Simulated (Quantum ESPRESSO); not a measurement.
# Planted mistakes on one cell of Ga3MgP3S

These are calculations, not measurements. They come from pw.x of Quantum ESPRESSO 7.5, a plane-wave density functional program, with PseudoDojo standard norm-conserving files (v0.5 for PBE, v0.4.1 for LDA and PBEsol). The cells are made up: elements, strain and atom displacements were drawn at random, and nothing was relaxed. There is no spin polarisation, spin-orbit coupling or dispersion term.

The cell has 8 sites of a zincblende or diamond lattice. Sites 1 to 4 hold Ga Ga Ga Mg; sites 5 to 8 hold P P P S. Cell vectors in Å: (5.502, -0.018, -0.054); (-0.018, 5.562, -0.016); (-0.054, -0.016, 5.551). Settings: PBE, cutoff 1143 eV, 4 x 4 x 4 k mesh shifted by half a step, Fermi-Dirac smearing of 0.025 eV.

The intended run has a self-consistency threshold of 1e-07 eV, a smearing term of 0.000 eV, a pressure of 2.44 GPa and 10 iterations. Each further run changes one thing: all lengths scaled by 1.0192; atoms of sites 4 and 5 exchanged; cutoff 723 eV; files of LDA; k mesh 2 x 2 x 2; one electron added; smearing 0.86 eV; threshold 0.2 eV. A coarse mesh keeps the shift, and a charged cell sits in a uniform background.

```
run  change of free energy (eV)  smearing term -TS (eV)  change of P (GPa)  largest change of a force component (eV/Å)  iterations
  A                      11.613                   0.000             -81.69                                       0.021          10
  B                       8.184                  -0.008              12.14                                       0.163          11
  C                       0.337                   0.000               0.34                                       0.021          10
  D                       8.297                   0.000              -4.67                                       0.125          10
  E                      -0.027                   0.000              -3.85                                       0.183          10
  F                      -1.757                  -5.495               2.58                                       0.252          10
  G                       5.162                  -0.005               3.72                                       1.709          11
  H                       0.048                   0.000               0.45                                       1.544           3
```

A rerun of the intended cell at 1437 eV and k mesh 6 x 6 x 6 moved values by no more than 0.007 eV in the cell's energy, 0.02 GPa in stress and 0.004 eV/Å in force.

Question: which change belongs to which run?

## Worked reading

Run H has the fewest iterations, as a run stopped early does. Run F has the largest smearing term, as wide smearing gives. Run A has a higher energy and the largest fall in pressure, as too small a basis gives. Run E changes the volume by a factor of 1.0587; minus its pressure change over the logarithm of that factor, 67 GPa, is a rough bulk modulus with clamped atoms. Energies from files of another functional, or of a charged cell, have another zero and say nothing on stability; the pressure of a charged cell rests on the program's zero of potential too.

## Key

```
run,change
A,cutoff 723 eV
B,one electron added
C,k mesh 2 x 2 x 2
D,files of LDA
E,all lengths scaled by 1.0192
F,smearing 0.86 eV
G,atoms of sites 4 and 5 exchanged
H,threshold 0.2 eV
```